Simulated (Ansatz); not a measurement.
Theory: Ansatz 0.2.0, DFT PBE, scalar-relativistic, plane waves, PAW. Settings: cutoff 420 eV, Γ-centred meshes spaced at most about 0.3 Å⁻¹, and about 0.25 Å⁻¹ or finer for metals (2π included), Gaussian smearing. No spin polarisation in the final relaxations.

All energies are static (0 K, no zero-point motion).

Two forms of GaBiSe₄ were relaxed alike.

A.

```
CELL_PARAMETERS angstrom
4.03252 0.00000 0.00000
0.00000 4.03252 0.00000
0.00000 0.00000 10.59332
ATOMIC_POSITIONS crystal
Ga 0.00000 0.00000 0.50000
Bi 0.00000 0.00000 0.00000
Se 0.50000 0.50000 0.50000
Se 0.00000 0.00000 0.27530
Se 0.00000 0.00000 0.72470
Se 0.50000 0.50000 0.00000
```

B.

```
CELL_PARAMETERS angstrom
5.66878 0.00000 0.00000
0.00000 5.66878 0.00000
0.00000 0.00000 5.68228
ATOMIC_POSITIONS crystal
Ga 0.00000 0.00000 0.00000
Bi 0.50000 0.50000 0.50000
Se 0.00000 0.50000 0.50000
Se 0.50000 0.00000 0.50000
Se 0.00000 0.00000 0.50000
Se 0.50000 0.50000 0.00000
```

Question: Which form is favoured at zero pressure, and by what margin per atom?

Answer: B is lower, by 53 meV/atom. A has space group P4/mmm (No. 123), 28.7 Å³/atom and no gap on its mesh; B has space group P4/mmm (No. 123), 30.4 Å³/atom and no gap. Counting Se atoms around Bi and Ga (those within 1.25 times the shortest such distance or 1.15 times the sum of covalent radii; a plus sign parts nearer from farther groups), A has Ga 2+4, Bi 6 and B has Ga 2, Bi 6. The lower one is the more open, so pressure narrows the difference. Even the lower one lies +0.11 eV/atom against the reference forms of the elements (uncorrected), so neither is stable at this level. Both come from invented guesses. A third cell relaxed alike, in Cmmm, lies 79 meV/atom below the lower of the two.

These runs have no spin–orbit coupling, which can matter for Bi. Cells relaxed within their symmetry can be saddle points.
